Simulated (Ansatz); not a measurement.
The cell below belongs to a search over invented structures; it isn't taken from experiment.

Input and command of a plane-wave DFT calculation in Ansatz:

```yaml
crystal:
  lattice:
    - [-2.2715247554, 2.2715247554, 4.9428801289]
    - [2.2715247554, -2.2715247554, 4.9428801289]
    - [2.2715247554, 2.2715247554, -4.9428801289]
  atoms:
    - { symbol: Lu, position: [0.6597464194, 0.6597464194, 0.0] }
    - { symbol: Ag, position: [0.0948480138, 0.0948480138, 0.0], spin: 1.0 }
    - { symbol: Ag, position: [0.9157174332, 0.4157174332, 0.5], spin: 1.0 }
    - { symbol: Ag, position: [0.4157174332, 0.9157174332, 0.5], spin: 1.0 }
    - { symbol: O, position: [0.6854892235, 0.1854892235, 0.5] }
    - { symbol: O, position: [0.1854892235, 0.6854892235, 0.5] }
    - { symbol: O, position: [0.4444711134, 0.4444711134, 0.0] }
basis:
  ecutwfc: 420
kpoints:
  mp_grid: { grid: [6, 6, 6] }
hamiltonian:
  xc: pbe
scf:
  occupations: { method: gaussian, width: 0.1 }
  lower_state_search: "off"
output:
  forces: true
  stress: true
  eigenvalues: true
  populations: true
magnetization:
  spin_polarized: true
```

```bash
ansatz run input.yaml --threads 1 --pin off --max-ram 2560MiB --backend cpu --events-out ev --progress --plain --runs-dir out
```

Processor: Intel(R) Xeon(R) Platinum 8488C (Sapphire Rapids), 1 thread, on a host shared with other jobs.

Estimate time, memory and problem size.

About 71 s, peak memory 0.59 GiB. It solves 62 bands at 30 k points (after reduction by symmetry) with about 2001 plane waves, in 20 SCF iterations.
